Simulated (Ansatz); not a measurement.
MoS2 (3R-MoS2 type, space group R3m)

```
CELL_PARAMETERS angstrom
      1.58761     0.91661     6.19494
     -1.58761     0.91661     6.19494
      0.00000    -1.83321     6.19494
ATOMIC_POSITIONS crystal
  Mo 0.00000 0.00000 0.00000
  S  0.75030 0.75030 0.75030
  S  0.58300 0.58300 0.58300
```

In each cell atom 2 (S, nearest neighbour Mo at 2.403 Å; its periodic images, 3.2 Å or more away, move with it) moves by s·(0.000, 0.000, 1.000) (along Cartesian z), the rest being held.

Computed with r2SCAN+rVV10 (plane waves to 500 eV, PAW, scalar-relativistic; Ansatz, a first-principles code). k mesh 10×10×10 (Γ-centred), Fermi-Dirac smearing 0.05 eV. E stands for the smeared free energy. As the smearing reaches across the gap at some points, energies and forces of such displacements shift with the k mesh and the smearing. MoS2 is run without spin polarisation. MoS2 was relaxed with its symmetry unable to fall. This is one of several known forms of MoS2; the measured ambient cells at hand have space group No. 194. ΔE is measured from the undisplaced structure. The last digit holds for this mesh only.

```csv
s (Å),ΔE (meV/cell)
-0.480,2509.2
-0.384,1616.2
-0.288,897.3
-0.192,378.8
-0.096,89.0
0.000,0.0
0.096,77.6
0.192,288.0
0.288,599.9
0.384,985.2
0.480,1419.4
```

### Question
What force constant k = d²E/ds² at s = 0 does the table give?

### Answer
18 eV/Å². It is the second difference of the nearest points, corrected with the next pair.

### Question
With k = 18.08 eV/Å² from the forces, is the well harmonic out to s = 0.480 Å?

### Answer
½ks² = 2082 meV/cell against the computed 1419 meV/cell, so the well is softer than harmonic there.

(For displaced atoms, the force is minus the slope of the energy, and its curvature is a force constant, which sets phonon frequencies.)
